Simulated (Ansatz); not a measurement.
Given:

AlAu₄:
Space group P2₁3 (No. 198); a = b = c = 6.9221 Å, α = β = γ = 90.00°

```csv
atom,site,symmetry,x,y,z
Al,4a,.3.,0.0629,0.0629,0.0629
Au,4a,.3.,0.6831,0.6831,0.6831
Au,12b,1,0.1165,0.2130,0.4503
```

This is the PBEsol-relaxed structure.

### Question
All from PBEsol in the plane-wave PAW code Ansatz, unless another level is named. Give the formation energy from the elements (no fitted shifts).

### Answer
-0.24 eV/atom.

### Question
And the density of states at the Fermi level?

### Answer
0.33 states/eV per atom (mean over ±0.08 eV).

### Question
Predict the gap with spin–orbit coupling.

### Answer
none (metallic).

Space group P2_13. The first step of the workflow began from a Materials Project structure, measured or hypothetical; the Crystallography Open Database files this formula in space group No. 198, but the cells were not matched. Whether it is the stable phase at ambient conditions was not checked. Symmetry was held in the PBEsol relaxation; whether a distortion lowers the energy is not shown. The references are the lowest solids computed at this level, not always the standard phases. Spin–orbit coupling is left out wherever it is not named.

Potentials: the later of the program's two PAW sets.
